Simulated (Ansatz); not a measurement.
The start is a relaxed CoSi cell, doubled along one cell vector, shaken by Gaussian noise of σ = 0.08 Å a coordinate. The cell and all atomic positions are relaxed at zero pressure with r2SCAN (plane waves to 500 eV, PAW, scalar-relativistic; Ansatz, a program for electronic structure). The first steps use a coarse 8×8×5 k-mesh.

Initial structure:
```
CELL_PARAMETERS angstrom
      3.34789     0.00000     0.00000
     -1.67395     2.89936     0.00000
      0.00000     0.00000     5.02696
ATOMIC_POSITIONS crystal
  Co 0.00753 0.00160 0.02422
  Co 0.01336 0.00130 0.50175
  Si 0.26768 0.64253 0.24756
  Si 0.31278 0.65836 0.74694
```

Problem. How large is the pressure on the unrelaxed cell, and of which sign?

Solution. +4 GPa (positive: the cell is compressed).

Problem. How much energy is released per atom?

Solution. 0.11 eV/atom.

Problem. Is the parent structure recovered?

Solution. It relaxes back to the parent, P-6m2 (No. 187).

Problem. How do the shortest distances between atoms change?

Solution. The closest pairs of elements (up to four, under 3.6 Å), start → end: Co–Si 2.12 → 2.31 Å; Co–Co 2.40 → 2.51 Å; Si–Si 2.51 → 2.51 Å.

Problem. Is the relaxed structure metallic? Give its gap.

Solution. No gap (metallic).

Relaxed structure:

Space group P-6m2 (No. 187); a = 3.3479 Å, b = 3.3479 Å, c = 2.5135 Å, α = 90.00°, β = 90.00°, γ = 120.00°

| atom | site | symmetry | x | y | z |
|---|---|---|---|---|---|
| Co | 1e | -6m2 | 0.6667 | 0.3333 | 0.0000 |
| Si | 1d | -6m2 | 0.3333 | 0.6667 | 0.5000 |

Final values are on a 16×16×18 k-mesh of the relaxed cell. No spin polarisation in the result. The relaxed primitive cell holds an odd number of electrons. A magnetic state may lie lower.

The relaxed structure here is a generated cell of CoSi: the first start was made by placing the elements on the sites of a structure type, and the end was not matched to a known phase here, so it may be hypothetical.
